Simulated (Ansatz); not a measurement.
NiSi2 (fluorite type, space group Fm-3m) is sheared across one {100} plane: the third cell vector gains the shift, so faults repeat every 8.2 Å. The cut lies between planes 1.36 Å apart; the cell height is held.

```
NiSi2
1.0
    3.84984     0.00000     0.00000
    0.00000     3.84984     0.00000
    1.92492     1.92492     8.16675
Ni Si
3 6
Direct
  0.00000   0.00000   0.91667
  0.33333   0.33333   0.25000
  0.66667   0.66667   0.58333
  0.91667   0.41667   0.08333
  0.25000   0.75000   0.41667
  0.58333   0.08333   0.75000
  0.41667   0.91667   0.08333
  0.75000   0.25000   0.41667
  0.08333   0.58333   0.75000
```

In-plane vectors a = (3.850, 0.000) Å, b = (0.000, 3.850) Å, area 14.82 Å². The shift is s times the vector a + b (length 5.445 Å), so s = 1 restores the start. The shift is rigid: no atom relaxes. γ = [E(shift) − E(0)] / area.

All values below come from PBE (plane waves to 420 eV, PAW, scalar-relativistic; Ansatz, a program for electronic structure). k mesh 10×10×10 (Γ-centred), Fermi-Dirac smearing 0.05 eV. E is the zero-smearing estimate. With partly filled bands, the k mesh leaves noise in γ, roughly 0.02 J/m² as judged from a few cases. Faults lie only 8.2 Å apart, and holding the cell height and the atoms raises γ above its relaxed value. NiSi2 is run without spin polarisation. NiSi2 was relaxed with its symmetry unable to fall. The zero of γ is zero shift. The last digit holds for this mesh only.

| s | γ (J/m²) |
|---|---|
| 0.000 | 0.00 |
| 0.083 | 0.61 |
| 0.167 | 2.05 |
| 0.250 | 2.95 |
| 0.333 | withheld |
| 0.417 | 1.61 |
| 0.500 | 1.21 |
| 0.583 | 1.61 |
| 0.667 | withheld |
| 0.750 | 2.95 |
| 0.833 | 2.05 |
| 0.917 | 0.61 |

Q: Fit a Fourier form (three harmonics of 1 − cos and sin) to the given rows and predict γ at s = 0.667.

A: Least squares on the 10 given rows: γ = (0.574)·[1 − cos(2πs)] + (1.179)·[1 − cos(4πs)], in J/m²; root-mean-square residual 0.040 J/m². At 0.667 the fit gives 2.63 J/m²; the calculation gives 2.52 J/m², so the interpolation is off by 0.11 (+4.4 %). 

(The slope of γ gives the shear force per area between the displaced halves; near zero shift its curvature is an elastic stiffness.)
